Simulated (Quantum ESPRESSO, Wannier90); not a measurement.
# SnH$_{4}$(NF)$_{2}$ (C2/m): Wannier90 run

```xyz
9
Lattice="0.0000 3.3033 0.0000 -1.3949 0.0000 4.9059 5.4269 -1.6516 0.0000" Properties=species:S:1:pos:R:3 pbc="T T T"
Sn     0.0000     0.0000     0.0000
H     -0.5801     1.6516    -2.1267
H      0.5801    -1.6516     2.1267
H     -1.8823     1.6516    -1.0922
H      1.8823    -1.6516     1.0922
N     -0.8508     1.6516    -1.1387
N      0.8508    -1.6516     1.1387
F      1.6509     0.0000    -1.2139
F     -1.6509     0.0000     1.2139
```

Structure: Materials Project mp-643902, symmetrised, not relaxed again. COD (Crystallography Open Database) has an entry of this formula and space group (matched by these alone). Level: PBEsol, no spin polarisation, no spin-orbit coupling; pw.x of Quantum ESPRESSO at 68 Ry with PseudoDojo potentials, 6×4×6 k-points, Wannier90. Density: 10×6×10 mesh, cold smearing 0.01 Ry. The cell is built of weakly bound layers, chains or molecules. Database cells relaxed without dispersion often hold them too far apart, which can enlarge gaps and weakens couplings between them; spacing and stacking were not compared with the measured crystal. Spin-orbit coupling is left out although heavy elements are present.

Bands 10-21 form an isolated set from -7.53 to 0.00 eV relative to the valence-band maximum (on the path) and are turned into 12 Wannier functions by minimising the spread from the start: atomic waves F 2p, N 2p.

Task: Where do the functions sit, how wide are they and what are they made of?

Result: 
| functions | spread (Å²) | nearest atom, distance (Å) | second atom, distance (Å) | weight on atomic waves |
|---|---|---|---|---|
| 2 | 1.25 | N 0.20 | H 1.16 | N 2p 71 %, Sn 5p 8 %, H 1s 8 % |
| 2 | 0.97 | N 0.20 | H 0.92 | N 2p 68 %, H 1s 29 % |
| 2 | 1.47 | N 0.18 | H 1.14 | N 2p 77 %, Sn 5p 10 %, Sn 5s 10 % |
| 2 | 0.69 | F 0.05 | H 1.94 | F 2p 94 % |
| 2 | 0.78 | F 0.07 | H 1.94 | F 2p 90 % |
| 2 | 0.62 | F 0.03 | H 1.92 | F 2p 97 % |

Ω_I = 11.18 Å², Ω_total = 11.56 Å²; the interpolated bands follow pw.x to 1.3 meV rms on the path. Only this start was tried; a symmetric start can stop on a saddle, and mixtures of these functions could lower the total by at most Ω_total − Ω_I.
